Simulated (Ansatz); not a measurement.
NaCl:
```
CELL_PARAMETERS angstrom
      3.46045     0.00000     0.00000
      0.00000     3.46045     0.00000
      0.00000     0.00000     3.46045
ATOMIC_POSITIONS crystal
  Na 0.00000 0.00000 0.00000
  Cl 0.50000 0.50000 0.50000
```

Tensor components refer to the Cartesian frame of this cell.

Q: Give the high-frequency dielectric tensor and the Born effective charge tensors of the independent atoms from DFPT, DFT-r²SCAN in the program Ansatz with PAW potentials.

A: 
ε∞:
```
2.58  0.00  0.00
0.00  2.58  0.00
0.00  0.00  2.58
```
Z* of atom 1 (Na), rows: field, columns: displacement, in e:
```
1.16  0.00  0.00
0.00  1.16  0.00
0.00  0.00  1.16
```
Z* of atom 2 (Cl), rows: field, columns: displacement, in e:
```
-1.16   0.00   0.00
 0.00  -1.16   0.00
 0.00   0.00  -1.16
```

Static charges for comparison (Bader): Na1 +0.89, Cl2 -0.89 e. Born charges measure polarisation by displacement and can exceed these by far.

Space group Pm-3m (CsCl type). This is a known high-pressure phase of the composition, computed here at zero pressure and temperature. The cell was relaxed with r²SCAN under the symmetry of its start; its stability against distortions is not shown here.

Potentials: the earlier of the program's two PAW sets. The files were generated under PBE; for other functionals the program regenerates the frozen cores, and for LDA and PBEsol the local potential too.
